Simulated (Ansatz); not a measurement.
# Migration of O in Si

Level of theory: DFT PBE, scalar-relativistic, plane waves, PAW in Ansatz. Run with 420 eV cutoff, 2×2×2 k-mesh, shifted by half a step, Gaussian smearing of 0.02 eV, no spin polarisation.

Host crystal, relaxed:

```xyz
2
Lattice="0.0000 2.7350 2.7350 2.7350 0.0000 2.7350 2.7350 2.7350 0.0000" Properties=species:S:1:pos:R:3 pbc="T T T"
Si    4.1026    4.1026    4.1026
Si    2.7350    2.7350    2.7350
```

In a supercell of 32 host sites, interstitial O hops to an equivalent place, moving 0.69 Å between the relaxed ends. Climbing-image nudged elastic band at fixed cell with images 0 (start) to 6 (end), the path measured over all atoms, converged to 0.05 eV/Å; the order of the saddle wasn't checked, and the small cell leaves errors of about a tenth of an eV.

Supercell rows in host cell vectors: 1 1 1; -3 1 1; 1 -3 1. O was set at (0.000, 0.000, 0.000) of the host cell.

At the relaxed start O has 2 Si at 1.63 Å, 2 Si at 2.91 Å, 2 Si at 3.12 Å.

Q: What barrier does the band give, and what surrounds the atom at the top?

A: 0.00 eV at image 1, where O has 2 Si at 1.63 Å, 1 Si at 2.88 Å, 1 Si at 2.97 Å, 1 Si at 3.04 Å, 1 Si at 3.20 Å.

Cost: 1 run of about 39 core-minutes, on Intel Xeon Platinum 8259CL (Skylake/Cascade Lake) (shared hosts).